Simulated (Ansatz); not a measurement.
Relaxed-ion elastic tensor of BaS (rock salt, Fm-3m) in GPa (Voigt order), DFT-PBEsol in the program Ansatz with PAW potentials; density 4.43 g/cm³, 31.73 Å³ per atom.

```
 104  17.7  17.7   0.0   0.0   0.0
17.7   104  17.7   0.0   0.0   0.0
17.7  17.7   104   0.0   0.0   0.0
 0.0   0.0   0.0  18.2   0.0   0.0
 0.0   0.0   0.0   0.0  18.2   0.0
 0.0   0.0   0.0   0.0   0.0  18.2
```

Question: Is the crystal mechanically stable?

Answer: Yes: the smallest eigenvalue of C is 18.2 GPa.

Question: Work out the Voigt, Reuss and Hill averages.

Answer: K_V = 46.5, K_R = 46.5, K_H = 46.5; G_V = 28.2, G_R = 23.7, G_H = 26.0 GPa.

Question: Give Young's modulus, Poisson's ratio, Pugh's ratio and the universal anisotropy index.

Answer: E = 9KG/(3K + G) = 65.7 GPa; ν = 0.26; K/G = 1.79 (near the Pugh limit of 1.75, no verdict); A_U = 5G_V/G_R + K_V/K_R − 6 = 0.95.

Question: Estimate the sound speeds and the Debye temperature.

Answer: v_l = √((K + 4G/3)/ρ) = 4280 m/s, v_t = √(G/ρ) = 2420 m/s, mean 2690 m/s; Θ = (h/k)(3n/4πV)^(1/3) v_m = 253 K.

Question: Give the Zener ratio and Young's modulus along [100], [110] and [111].

Answer: A = 2C44/(C11 − C12) = 0.42; 1/E = S11 − 2(S11 − S12 − S44/2)Γ with Γ = 0, 1/4, 1/3 gives 99.0, 55.5, 48.4 GPa.

Question: Solve the Christoffel equation for the three sound speeds along [100], [110], [111].

Answer: Eigenvalues of C_ijkl n_j n_l equal ρv². In km/s, slowest first: [100] 2.03, 2.03, 4.85; [110] 2.03, 3.12, 4.23; [111] 2.81, 2.81, 4.00.

The PBEsol relaxation kept the symmetry of its start. Scalar-relativistic: spin–orbit coupling is off unless named, which matters more the heavier the elements.

Potentials: the later of the program's two PAW sets.
